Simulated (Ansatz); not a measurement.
A structure of Lu₂Pb₂O₇ relaxed with r2SCAN (plane waves to 500 eV, PAW, scalar-relativistic; Ansatz, an electronic-structure program); single points at other levels follow on the same geometry (Ansatz, PAW; HSE06 at 420 eV on a 4×4×4 k-mesh; no spin-orbit coupling). Space group Fd-3m (No. 227).

Space group Fd-3m, origin choice 1 (No. 227); a = b = c = 10.559 Å, α = β = γ = 90.00°

| atom | site | symmetry | x | y | z |
|---|---|---|---|---|---|
| Lu | 16d | .-3m | 0.6250 | 0.6250 | 0.6250 |
| Pb | 16c | .-3m | 0.1250 | 0.1250 | 0.1250 |
| O | 48f | 2.mm | 0.0000 | 0.0000 | 0.2259 |
| O | 8b | -43m | 0.5000 | 0.5000 | 0.5000 |
(The calculation used a cell of 22 atoms; values per cell refer to that cell.)

```json
[
 {"level": "r2SCAN", "gap (eV)": "1.39", "kind": "direct", "conduction minimum": "Γ"},
 {"level": "HSE06", "gap (eV)": "[?]", "kind": "–", "conduction minimum": "[?]"}
]
```

Question: Fill in the missing entries.

Answer: 
- HSE06, gap (eV): 2.22
- HSE06, conduction minimum: Γ

For this cell size the semilocal gaps come from the SCF mesh and high-symmetry points. No spin polarisation in the result.

The run could not lose the symmetry of its start.

The first start was generated by placing the elements on the sites of a structure type. Materials Project lists a structure of Lu2Pb2O7 in the same space group, Fd-3m (No. 227); the sites were not compared with it, nor with measured phases.
